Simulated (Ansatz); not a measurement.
# CsEu: changing the starting magnetic order

```cif
data_structure
_symmetry_space_group_name_H-M 'P 1'
_symmetry_Int_Tables_number 1
_cell_length_a 4.4644
_cell_length_b 4.4644
_cell_length_c 8.0086
_cell_angle_alpha 90.000
_cell_angle_beta 90.000
_cell_angle_gamma 120.000
_cell_volume 138.24
loop_
_atom_site_label
_atom_site_type_symbol
_atom_site_fract_x
_atom_site_fract_y
_atom_site_fract_z
_atom_site_occupancy
Eu1 Eu 0.66667 0.33333 0.00000 1
Cs1 Cs 0.00000 0.00000 0.50000 1
```

The cell comes from a database or a generator and needn't be the stable form of this composition.

Kept alike: task single point; functional PBE; k mesh 7 × 7 × 4; occupations fermi-dirac, width 0.05 eV. Program: Ansatz, Ansatz PAW, cutoff 420 eV. The mesh is that of the run's cell of 2 atoms. No spin-orbit coupling.

```csv
starting magnetic order,largest site moment (μB),moment of the cell (μB),free energy over the lowest row (meV/atom)
fm,7.22,7.72,0.00
random,7.22,7.72,0.00
spin off,0.00,0.00,3795.29
```

For a metal such a mesh leaves the last digits unconverged. Moments of the cell are magnitudes, and a label names the start alone. The runs hold the magnetic state that their start led to, which needn't be the lowest. The row without spin has no moments by construction. Site moments count inside each atom's sphere or projector.

Q: What does the starting magnetic order change here?

A: The largest site moment runs from 0.00 (spin off) to 7.22 μB (fm; random). The moment of the cell runs from 0.00 (spin off) to 7.72 μB (fm; random). The free energy is lowest at fm; random, and 3795.29 meV an atom higher at spin off. Starts that end at one energy have found one state: fm; random.
